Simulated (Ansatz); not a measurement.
input.yaml (Ansatz)

```yaml
crystal:
  lattice:
    - [2.7187297086, 0.0, 0.0]
    - [-1.3593648543, 2.3544889937, 0.0]
    - [0.0, 0.0, 8.8934706452]
  atoms:
    - { symbol: Ir, position: [0.0, 0.0, 1.0], spin: 1.0 }
    - { symbol: Ir, position: [1.0, 0.0, 0.5], spin: 1.0 }
    - { symbol: Ir, position: [0.3333333333, 0.6666666667, 0.25], spin: 1.0 }
    - { symbol: Ir, position: [0.6666666667, 0.3333333333, 0.75], spin: 1.0 }
hamiltonian:
  xc: r2scan
  pseudopotentials:
    kind: paw
    azcp:
      Ir: "pseudopotentials/Ir.paw.azcp"
basis:
  ecutwfc: 500
  fft_grid_basis: typed
kpoints:
  mp_grid: { grid: [17, 17, 5], shift: [0, 0, 0] }
magnetization:
  spin_polarized: true
scf:
  occupations: { method: fermi_dirac, width: 0.05 }
output:
  stress: true
```

and its output:

```
Engine: ansatz 0.2.0, x86_64-unknown-linux-gnu
Pseudopotentials: kind: paw
Pseudopotential: Ir, paw, valence charge 17, recommended cutoff 500 eV (meta_gga) 
Functional definition: r2SCAN
  parameter k0 = 0.174
  parameter k1 = 0.065
  parameter a1 = 4.9479
  exchange = r2scan_x(k0 = k0, k1 = k1, a1 = a1)
  correlation = r2scan_c
Crystal: 4 atoms, lattice volume = 56.929 Å³
Basis set: ecut = 500 eV, 1389 PW (Γ), exchange–correlation on 80×80×288 points (64 copies of the dense FFT grid, shifted against one another)
Bands: 44, of which v1, the nominal top of the filled ones, is band 34 counted from 1 (33 counted from 0)
Symmetry: 24 space group operations
Space group: P63/mmc (ITA 194), of the structure as read, at distance tolerance 3.8e-5 Å
Magnetic group: BNS 194.263 (UNI 1493), of the structure as read, at distance tolerance 3.8e-5 Å
k-points: 99 of 1445
Non-local potential: Ir, projectors of the file, l = 0: 3, l = 1: 2, l = 2: 2, l = 3: 1
PAW form: soft (Blöchl's): semilocal exchange-correlation on the pseudo side does not see the compensation charge
PAW frozen core: Ir, regenerated for the run's functional (the file was generated under x = pbe(κ = 0.804, μ = 0.2195149727645171), c = pbe(β = 0.06672455060314922))
PAW one-centre angular grid: Ir, 590 points (default); XC on 160 Gauss nodes
Initial density: superposition of atomic densities (chi_scale 0.1, normalization cell)
Starting moments: Σ|m| = 4 μB on 4 of 4 sites
Initial wavefunctions: pseudopotential atomic-orbital guess
Functional: x = r2scan, c = r2scan; τ floored in thin density (d = 2e-4 eV/Å³)
iter 1 solved again at ethr=1.25e-3 eV; its pass at ethr=3.10e-3 eV (dr2=8.49e-1 eV) is discarded
SCF iter   1: F=—  HF=-47793.686600 eV  |F-HF|=—  |Δ(HF+E_count)|=         —  Δρ=3.62e-2 (↑3.62e-2 ↓2.45e-2)  dr2=1.09e0  dr2_τ=4.55e-2  dr2_m=1.84e-1  M=2.144 μB ∫|m|=2.208 μB  β_m=0.65  ethr=1.25e-3  ⟨swp⟩=2.0  Hψ=45504  notcnv=0
Mixer restart at iter 1: flushing history
spin=Collinear: Kerker preconditioning applied to the charge; magnetization (m = ρ↑ − ρ↓) channel mixes plain (no charge-response kernel on spin).
SCF iter   2: F=—  HF=-47793.612071 eV  |F-HF|=—  |Δ(HF+E_count)|=   7.45e-2  Δρ=2.05e-2 (↑2.05e-2 ↓1.41e-2)  dr2=3.37e-1  dr2_τ=9.91e-3  dr2_m=4.41e-2  M=1.908 μB ∫|m|=1.996 μB  β_m=1.00  ethr=1.25e-3  ⟨swp⟩=2.1  Hψ=14187  notcnv=0  κ⁻¹=1.0e0(r=1)
...
SCF iter  16: F=—  HF=-47794.745419 eV  |F-HF|=—  |Δ(HF+E_count)|=   1.61e-8  Δρ=1.54e-6 (↑1.31e-6 ↓1.54e-6)  dr2=7.02e-10  dr2_τ=3.97e-11  dr2_m=6.81e-10  M=0.000 μB ∫|m|=0.000 μB  β_m=1.00  ethr=9.88e-12  ⟨swp⟩=2.0  Hψ=14846  notcnv=0  defer=451  κ⁻¹=5.7e-6(r=8)
SCF iter  17: F=—  HF=-47794.745419 eV  |F-HF|=—  |Δ(HF+E_count)|=   1.95e-9  Δρ=4.22e-7 (↑4.22e-7 ↓3.66e-7)  dr2=1.13e-10  dr2_τ=8.05e-12  dr2_m=3.34e-11  M=0.000 μB ∫|m|=0.000 μB  β_m=0.30  ethr=1.03e-12  ⟨swp⟩=2.0  Hψ=15524  notcnv=0  defer=451  κ⁻¹=5.2e-6(r=8)
SCF iter  18: F=-47794.745419 eV  HF=-47794.745419 eV  |F-HF|=2.76e-10  |Δ(HF+E_count)|=  1.16e-10  Δρ=6.03e-7 (↑6.03e-7 ↓2.41e-7)  dr2=4.99e-10  dr2_τ=1.17e-11  dr2_m=3.63e-11  M=0.000 μB ∫|m|=0.000 μB  ethr=1.00e-12  ⟨swp⟩=1.0  Hψ=19423  notcnv=0
SCF 1 converged in 18 iterations: F = -47794.745419 eV  dr2 = 4.99e-10
WARN: the starting moments were not kept: the SCF closed with an absolute magnetisation of 1.0e-5 μB, where they sum to 4 μB in size (4 sites). That is at most 0.1 of that sum. Measured as dr2_m measures the in/out step, that magnetisation stands 1.5e-11 eV from none, at or under the dr2_threshold of 1.0e-7 eV: it is no larger than a step whose dr2_m would equal this threshold. The system may hold no moment; this SCF shows only that its start led to no more than that. To try another start: raise the starting moments (crystal.atoms[].spin, magnetization.per_species, magnetization.initial_magnetization, or on a non-collinear deck that types none of these the spinor_matrix: blocks that start its atoms; where the total moment is fixed, keep their sum and leave initial_magnetization as it is; typed ones take the place of any that the run laid by itself, positive ones on a crystal's lanthanoids without a Hubbard term where scf.initial_density.shell_occupations: [] is typed) or, if the notice of its spin-set hold's release reads "site moments contracting" or "site moments show no strong build", lengthen the hold (scf.mixing.spin_hold: { on: { confirm: 4 } }; for m-r²SCAN on two components see the key's manual first). Each may lead to a state that holds a moment. A second SCF, from the converged charge density, with the starting moments and any scf.initial_density.shell_occupations laid on it anew, would have followed, and was not run: the deck does not ask for one (magnetization.retry_lost_moments is false, the default). To let it run, set magnetization.retry_lost_moments: true and run the deck again, where that key's refused combinations let it; where memory then withholds it, that run's warning says so.
this state was not tested for a lower state beside it, because the mixer in use, unlike msr1, does not test its closes by its own steps (another_mixer; see scf.mixing.algorithm and scf.lower_state_search)
SCF converged after 18 iterations
Magnetization: 0.0000 μB (34.0000 up, 34.0000 down)
Absolute magnetization: 0.0000 μB (∫|ρ↑−ρ↓|, with the PAW one-centre terms)
Spin contamination: 0.0000 ħ² per cell (⟨S²⟩ above its minimum at these occupations)
Per-site moments (μB) at R_I (Å): [(-1.8146687613779612e-6, 1.1214760048043912), (-1.8146687612830905e-6, 1.1214760048043912), (2.2953685379151727e-6, 1.1214760048043912), (2.2953685377588663e-6, 1.1214760048043912)]
Free energy (F): -47794.745419 eV
Harris-Foulkes:  -47794.745419 eV  (|F-HF|=2.76e-10)
Internal energy: -47794.715904 eV  (E = F + TS)
E sigma→0 (E₀):  -47794.730661 eV
Entropy (-TS):   -0.029515 eV (-7.379 meV/atom)
Fermi energy:    25.406952 eV
--- Per-component energies (eV) ---
  E_band       = -413.690348
  E_kinetic    = 2493.818074
  E_local      = -4292.781067  (includes V_loc(G=0)·N_el)
  E_nonlocal   = 295.636631
  E_hartree    = 1649.821993
  E_xc         = -1021.760086
  E_vxc        = -1334.177005  (∫ρ·V_xc dr)
  E_paw        = -36998.769935  (= ΣΔE_a)
  E_vpaw       = -958.676852  (= ΣTr[D̂ρ^β])
  E_aug_tail   = -0.000038  (compensation charges beyond the density's cutoff)
  E_vtau       = 82.845857  (kinetic-family band-sum trace: ∫τ·v_τ [+ j·A + Jᵃ·Aᵃ] dr)
  E_ewald      = -9919.413902
  E_core_change = -1.267574  (= ΣΔE_core)
  E_smearing   = -0.029515  (= −TS)
  E_closure    = 0.000000  (closes the sum)
  Σ components = -47794.745419   (vs F -47794.745419, Δ=0.00e0)
--- Stress (GPa, compression-positive) ---
        0.104902       0.000000       0.000000
        0.000000       0.104902       0.000000
        0.000000       0.000000      -0.544127
  P = ⅓ Tr σ = -0.1114 GPa (-1.114 kbar)
```
